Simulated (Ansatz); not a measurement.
**Computed properties of TaAl**

TaAl:
```yaml
crystal:
  lattice:
    - [2.82199, 0.00000, 0.00000]
    - [0.00000, 2.82199, 0.00000]
    - [0.00000, 0.00000, 4.15950]
  atoms:
    - { symbol: Ta, position: [0.00000, 0.00000, 0.00000] }
    - { symbol: Al, position: [0.50000, 0.50000, 0.50000] }
```

Space group P4/mmm (No. 123), L1₀ or tetragonal B2; conventional cell a = b = 2.822 Å, c = 4.159 Å, α = β = γ = 90.00°.

Method: the program Ansatz at the r²SCAN level (PAW). The cell and atoms are relaxed at this level. Other levels are named where they apply.

**Cell and energy**

| Item | Value |
|---|---|
| Volume per atom | 16.56 Å³ |
| Density | 10.42 g/cm³ |
| Formation energy from the elements (no fitted shifts) | -0.28 eV/atom |

**Electronic structure**

| Property | Result |
|---|---|
| Electronic character | metallic (no gap) |
| Density of states at the Fermi level | 0.31 states/eV per atom (mean over ±0.08 eV) |
| Gap with spin–orbit coupling | none (metallic) |

**Mechanics**

| Property | Result |
|---|---|
| Bulk modulus (Birch–Murnaghan fit) | 1660 kbar |
| Pressure derivative B′ | 4.0 |

**Charges**

| Property | Result |
|---|---|
| Bader charges | Ta -0.32, Al +0.32 e |

The start of the workflow was typed in or built on a structure type; neither database checked (COD, Materials Project) lists it. Whether it is the stable phase at ambient conditions was not checked. Symmetry was held in the r²SCAN relaxation; whether a distortion lowers the energy is not shown. The run is not spin-polarised. Axis ratios of metals converge slowly with the k-mesh, so a and c are less sure than the volume. The references are the lowest solids computed at this level, not always the standard phases. Scalar-relativistic: spin–orbit coupling is off unless named, which matters more the heavier the elements.

Potentials: the earlier of the program's two PAW sets.
